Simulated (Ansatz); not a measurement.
A frame of NaMg₂Cl₅ from dynamics at 1600 K, with the forces (eV/Å) computed on a k mesh in the last three columns. The calculation used Ansatz 0.2.0, DFT PBE, scalar-relativistic, plane waves, PAW.

Plane waves to 420 eV, a k mesh through Γ of 3×3×3 on the computed 24-atom cell and Fermi–Dirac smearing (0.14 eV); no spin polarisation.

```xyz
24
Lattice="8.487 -0.141 0.296 -0.141 8.383 0.048 0.296 0.048 8.433" Properties=species:S:1:pos:R:3:forces:R:3 pbc="T T T"
Na    4.970    2.850    7.081    0.160   -0.090    0.340
Na    0.266    3.829    4.740   -0.280    0.450    0.500
Na    2.044    1.156    7.122   -0.520   -0.860    0.820
Cl    8.060    0.829    6.159   -0.790   -0.140    0.150
Cl    1.226    5.270    2.615   -0.440   -0.270    1.550
Cl    7.547    6.881    3.849   -0.960    0.300    0.250
Cl    3.412    7.073    3.265    0.550    0.760    0.290
Cl    5.590    8.119    0.698    1.110    0.610    0.200
Cl    5.856    4.228    1.790    0.200   -0.060    0.320
Cl    2.567    2.448    5.151    0.830    0.730   -0.740
Cl    0.944    8.128    0.906    0.140    0.130   -0.180
Cl    5.195    1.482    3.511    0.870   -0.740    0.290
Cl    3.239    6.051    7.907    0.220   -1.880    1.390
Cl    3.181    2.676    1.231    0.550   -0.240   -0.300
Cl    5.268    5.053    5.424    0.110   -0.790    0.000
Cl    0.522    2.156    2.911   -2.050   -0.470   -0.760
Cl    0.776    3.377    7.611   -0.740    0.400   -0.070
Cl    4.124    8.225    6.732    1.030    1.890   -1.550
Mg    6.072    7.961    5.396   -0.280    0.090    0.160
Mg    2.545    1.212    2.980    0.590   -1.930   -0.380
Mg    4.825    6.200    1.572   -1.250    0.250   -0.310
Mg    4.271    3.512    3.932    0.620    1.500   -0.580
Mg    7.561    0.111    2.138    0.380    0.560   -0.110
Mg    1.713    4.490    0.695   -0.050   -0.210   -1.270
```

Static pressure 4.2 GPa (no kinetic part), a gap on the mesh of 3.01 eV.

Counting as bonded all pairs within 1.2 times the summed covalent radii, but none from a metal cation to another cation:

```json
{"atom → neighbour": "Cl → Mg", "mean count": "1.67", "mean length (Å)": "2.43", "spread (Å)": "0.20"}
{"atom → neighbour": "Cl → Na", "mean count": "0.93", "mean length (Å)": "2.79", "spread (Å)": "0.23"}
{"atom → neighbour": "Mg → Cl", "mean count": "4.17", "mean length (Å)": "2.43", "spread (Å)": "0.20"}
{"atom → neighbour": "Na → Cl", "mean count": "4.67", "mean length (Å)": "2.79", "spread (Å)": "0.23"}
```

Angles between all pairs of such bonds at an atom (mean ± spread): 108 ± 23° at Cl, 107 ± 21° at Mg, 100 ± 31° at Na.

An odd mesh misses points on the zone edge, so a gap read on it can be too wide.

Cost: 1 run of about 3.3 core-minutes, on Arm Neoverse V1 (shared hosts).